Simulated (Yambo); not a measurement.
Yambo run on KCaF₃ (cubic perovskite, space group Pm-3m, No. 221). The wavefunctions are PBEsol (Quantum ESPRESSO, PseudoDojo norm-conserving, 84 Ry, scalar-relativistic) ones on a 4×4×4 mesh (20 occupied bands); a = 4.482 Å, b = 4.482 Å, c = 4.482 Å, α = 90.00°, β = 90.00°, γ = 90.00°.

Yambo input:

```
rim_cut
gw0
dyson
el_el_corr
HF_and_locXC
cohsex
em1s
RandQpts= 1000000
RandGvec= 1 Ry
EXXRLvcs= 84 Ry
VXCRLvcs= 336 Ry
Chimod= "HARTREE"
% BndsRnXs
 1 | 133 |
%
NGsBlkXs= 7 Ry
% LongDrXs
 1.0 | 1.0 | 1.0 |
%
ExtendOut
% QPkrange
 1 | 1 | 20 | 21 |
 10 | 10 | 20 | 20 |
%
```

k points by index: 1 = Γ, 10 = R.

Table of the .qp output:

```
#    K-point    Band    Eo [eV]    E [eV]    E-Eo [eV]    Vxc [eV]    Vnlxc [eV]    Sc|Eo [eV]    Re(Z)    Im(Z)
#
    1    20    -0.181752    -4.503379    -4.321627    -22.25050    -30.03969    3.467560    1.000000    0.000000
    1    21    6.056064    6.628227    0.572163    -8.087450    -3.998021    -3.517265    1.000000    0.000000
    10    20    0.000000    -4.307895    -4.307895    -22.09159    -29.93897    3.539485    1.000000    0.000000
```
(The two width columns are left out.) Convergence of these settings isn't established.

Geometry of the Materials Project entry, not relaxed at this level.

The structure is a Materials Project entry; no match was found in the copy of COD used, and its stability was not checked.
